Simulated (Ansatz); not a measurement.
The relaxed structure here is a generated cell of Be: the first start was made by placing the elements on the sites of a structure type, and the end was not matched to a known phase here, so it may be hypothetical. Known forms of Be include space group No. 194.

A relaxed cell of Be (P6/mmm (No. 191)), relaxed on a k-mesh at least as fine as the one used below. Computed with PBE (plane waves to 420 eV, PAW, scalar-relativistic; Ansatz, a first-principles code). Γ-centred k-mesh 11×11×15 on the run's cell (coarser than for final values), Fermi–Dirac smearing 0.05 eV.

```
Be
1.0
    7.13727     0.00000     0.00000
   -1.78432     3.09053     0.00000
    0.00000     0.00000     2.19791
Be
6
Direct
  0.00000   0.00000   0.00000
  0.50000   0.00000   0.00000
  0.16667   0.66667   0.50000
  0.66667   0.66667   0.50000
  0.33333   0.33333   0.50000
  0.83333   0.33333   0.50000
```

The atoms are displaced along an unstable phonon of this cell by (Å):

```json
[
 {"atom": "Be1", "ux": "0.000", "uy": "0.000", "uz": "0.009"},
 {"atom": "Be2", "ux": "0.000", "uy": "0.000", "uz": "-0.009"},
 {"atom": "Be3", "ux": "0.000", "uy": "0.000", "uz": "0.150"},
 {"atom": "Be4", "ux": "0.000", "uy": "0.000", "uz": "-0.150"},
 {"atom": "Be5", "ux": "0.000", "uy": "0.000", "uz": "-0.150"},
 {"atom": "Be6", "ux": "0.000", "uy": "0.000", "uz": "0.150"}
]
```

What forces (eV/Å) and pressure result?


| atom | Fx | Fy | Fz |
|---|---|---|---|
| Be1 | 0.00 | 0.00 | 0.07 |
| Be2 | 0.00 | 0.00 | -0.07 |
| Be3 | 0.14 | 0.08 | 0.19 |
| Be4 | 0.14 | 0.08 | -0.19 |
| Be5 | -0.14 | -0.08 | -0.19 |
| Be6 | -0.14 | -0.08 | 0.19 |

Pressure -0.3 GPa.

The undisplaced cell is probably no minimum: from this displacement the run went on to Fm-3m (No. 225), 0.11 eV/atom below it.

No spin polarisation in the result.
